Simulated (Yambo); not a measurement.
Yambo run on RbBr (CsCl type, space group Pm-3m, No. 221). The wavefunctions are PBEsol (pw.x of Quantum ESPRESSO, ONCV potentials, without SOC) ones on a 4×4×4 mesh (8 occupied bands); a = b = c = 4.072 Å, α = β = γ = 90.00°.

Yambo input:

```
rim_cut
HF_and_locXC
RandQpts= 1000000
RandGvec= 1 Ry
EXXRLvcs= 46 Ry
VXCRLvcs= 184 Ry
% QPkrange
 1 | 1 | 8 | 9 |
 3 | 3 | 8 | 9 |
 6 | 6 | 8 | 9 |
 10 | 10 | 8 | 9 |
%
```

k points by index: 1 = Γ, 3 = X, 6 = M, 10 = R.

Resulting energies as the program prints them:

```
#    K-point    Band    Eo [eV]    Ehf [eV]    Vxc [eV]    Vnlxc [eV]
#
    1    8    -0.157173    -3.951054    -12.72837    -16.52225
    1    9    4.036483    8.105360    -7.806752    -3.737875
    3    8    -0.253202    -4.049097    -12.51859    -16.31448
    3    9    6.801840    11.54882    -8.021863    -3.274881
    6    8    0.000000    -3.758966    -12.81295    -16.57192
    6    9    5.194470    9.372335    -7.605639    -3.427775
    10    8    -1.464743    -5.613669    -11.44516    -15.59408
    10    9    8.233782    12.68329    -8.308767    -3.859256
```
Exchange alone, without screening.

Geometry relaxed with PBEsol.

This is not the ordinary phase of the substance; no match was found in the copy of COD used, and its stability was not checked.
